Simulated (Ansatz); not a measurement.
PtSb$_{2}$ (space group Pa-3)

```
PtSb2
1.0
    6.46312     0.00000     0.00000
    0.00000     6.46312     0.00000
    0.00000     0.00000     6.46312
Sb Pt
8 4
Direct
  0.37456   0.12544   0.87456
  0.62544   0.87456   0.12544
  0.12544   0.87456   0.37456
  0.87456   0.12544   0.62544
  0.87456   0.37456   0.12544
  0.12544   0.62544   0.87456
  0.62544   0.62544   0.62544
  0.37456   0.37456   0.37456
  0.00000   0.50000   0.50000
  0.50000   0.50000   0.00000
  0.50000   0.00000   0.50000
  0.00000   0.00000   0.00000
```

The slice is a {100} plane (indices of the conventional cell) through the point (0.000, 0.000, 0.000) (fractional), spanned by u = [100] and v = [010] in vectors of this cell: u (6.46 Å) and v (6.46 Å, at 90° to u). It covers one period; positions are fractions (u, v).

Calculation: PBEsol (plane waves to 420 eV, PAW, scalar-relativistic; Ansatz, a first-principles code). k mesh 6×6×6. Inside the PAW spheres the values are not all-electron values, and peaks at nuclei hang on which shells count as valence. At this level the bands of PtSb2 touch or barely overlap; measurements give the solid a gap. PtSb2 is run without spin polarisation. PtSb2 was relaxed with its symmetry unable to fall. Spin-orbit coupling is left out, though Pt and Sb are heavy.

Three fields on this plane, each scaled to ten steps between its own extremes (0 low, 9 high; the total valence density on a logarithmic scale, the potential cut 8 eV below its top; x marks points blanked near nuclei; v = 0 in the bottom row):

Map A
```
|xxxxx3344456899754444653xxxx|
|xxxx433222457875xxxx45643xxx|
|xxxx332111135654xxxx45653xxx|
|xx33332100014544xxxxx565333x|
|3344443100013444xxxx45553333|
|456655421001245444x444433334|
|5555444431123455554444311234|
|5444x44443333445665542100124|
|44xxxx4555333333444431000134|
|44xxxxx565333xxx333321000145|
|54xxxx45653xxxxxxx3321111356|
|75xxxx45643xxxxxxx4332224578|
|9754444653xxxxxxxxx334445689|
|9975445543xxxxxxxxx345544579|
|9986544433xxxxxxxxx356444457|
|78754222334xxxxxxx34654xxxx5|
|56531111233xxxxxxx35654xxxx4|
|4541000123333xxx333565xxxxx4|
|44310001344443333335554xxxx4|
|542100124556654433334444x444|
|5432113444455554321134444555|
|4433334444x44454210012455665|
|333335554xxxx444310001344443|
|xx333565xxxxx44541000123333x|
|xxxx35654xxxx456531111233xxx|
|xxxx34654xxxx578754222334xxx|
|xxxxx3564444579986544433xxxx|
|xxxxx3455445799975445543xxxx|
```

Map B
```
|xxxxx2676433331000000241xxxx|
|xxxx047887665300xxxx00320xxx|
|xxxx168999876300xxxx00341xxx|
|xx00579999986300xxxxx036510x|
|0124578999997400xxxx00477642|
|543334679999862000x002689886|
|5200002579998752000025799987|
|2000x00268987654333467999986|
|00xxxx0047764211245789999974|
|00xxxxx036510xxx005799999863|
|00xxxx00341xxxxxxx1689998763|
|00xxxx00320xxxxxxx0478876653|
|1000000241xxxxxxxxx267643333|
|2100002551xxxxxxxxx155200001|
|1333346762xxxxxxxxx142000000|
|03566788740xxxxxxx02300xxxx0|
|03678999861xxxxxxx14300xxxx0|
|0368999997500xxx015630xxxxx0|
|04799999875421124677400xxxx0|
|268999976433345678986200x000|
|5789997520000257899975200002|
|5688986200x00026899997643334|
|024677400xxxx004799999875421|
|xx015630xxxxx00368999997500x|
|xxxx14300xxxx003678999861xxx|
|xxxx02300xxxx003566788740xxx|
|xxxxx1420000001333346762xxxx|
|xxxxx0552000012100002550xxxx|
```

Map C
```
|xxxxx7544455667888877668xxxx|
|xxxx964322345678xxxx87679xxx|
|xxxx853211124578xxxx87668xxx|
|xx98643100013568xxxxx765689x|
|8876543100012467xxxx76544567|
|666665321001245788x765333345|
|5677765321123456777653211234|
|5788x76533334566666532100124|
|67xxxx7654456788765431000124|
|68xxxxx765689xxx986431000135|
|78xxxx87668xxxxxxx8532111245|
|78xxxx87779xxxxxxx9643223456|
|7888877668xxxxxxxxx754445566|
|7777665568xxxxxxxxx865566777|
|7665544457xxxxxxxxx866778888|
|76543223469xxxxxxx97778xxxx8|
|75421112358xxxxxxx86678xxxx8|
|6531000134689xxx986567xxxxx8|
|64210001345678876544567xxxx7|
|542100123566666543333567x887|
|5432112356777654321123567776|
|6543333567x88754210012356666|
|876544567xxxx764210001345678|
|xx986567xxxxx86531000134689x|
|xxxx86678xxxx875421112358xxx|
|xxxx97678xxxx876543223469xxx|
|xxxxx8667788887665544457xxxx|
|xxxxx8655667777777665568xxxx|
```

Task: Assign the maps to these fields: electron localisation function (ELF); valence electron density; electrostatic potential energy of an electron, from the cell's mean.

Result: A is the electron localisation function (ELF); B is the electrostatic potential energy of an electron, from the cell's mean; C is the valence electron density.
